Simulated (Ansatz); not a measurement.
The calculation used DFT PBE, scalar-relativistic, plane waves, PAW in Ansatz 0.2.0. Settings: cutoff 420 eV, Γ-centred meshes spaced at most about 0.3 Å⁻¹, and about 0.25 Å⁻¹ or finer for metals (2π included), Gaussian smearing. No spin polarisation in the final relaxations.

All energies are static (0 K, no zero-point motion).

Two relaxed structures of CdSn2O3:

A. Space group P6/mmm (No. 191), hexagonal, a = 6.086 Å, c = 3.073 Å. Cd is surrounded by 6 O at 3.04 Å and 2 Cd at 3.07 Å; Sn has 6 O at 2.33 Å; O has 4 Sn at 2.33 Å, 6 O at 3.04–3.07 Å and 2 Cd at 3.04 Å.

B. Space group P3m1 (No. 156), trigonal, a = 5.827 Å, c = 7.604 Å. Cd on its first site has 6 O at 3.01 Å, 1 Cd at 3.17 Å, 6 Sn at 3.38–3.47 Å and 6 O at 3.44 Å; Cd on its second site has 1 Cd at 3.17 Å, 6 O at 3.21 Å and 3 Sn at 3.37 Å; Sn on its first site is surrounded by 3 O at 2.17 Å; Sn on its second site has 3 O at 2.07 Å and 3 O at 2.22 Å; around O on its first site lie 3 Sn at 2.08–2.22 Å, 3 O at 2.59–2.68 Å and 2 Cd at 3.01 Å; 3 more sites not described.

Question: Which form is favoured at zero pressure, and by what margin per atom?

Answer: B is lower, by 171 meV/atom. A has space group P6/mmm (No. 191), 16.4 Å³/atom and no gap on its mesh; B has space group P3m1 (No. 156), 18.6 Å³/atom and a gap of 0.70 eV. Counting O atoms around Cd and Sn (those within 1.25 times the shortest such distance or 1.15 times the sum of covalent radii; the shortest distance is added where it exceeds 1.18 times the sum of covalent radii; a slash parts the counts of unlike sites), A has Cd 6 from 3.0 Å, Sn 6 and B has Cd 6 from 3.2 Å/6+6 from 3.0 Å, Sn 3/6. Both come from invented guesses.

Weakly bound directions are ill-defined at this level, which has no dispersion term (P3m1), and this can change margins and order among such cells. Kohn–Sham gaps at this level usually fall short of measured ones. Cells relaxed within their symmetry can be saddle points. The P3m1 cell of CdSn2O3 came from shaking the P6/mmm one.
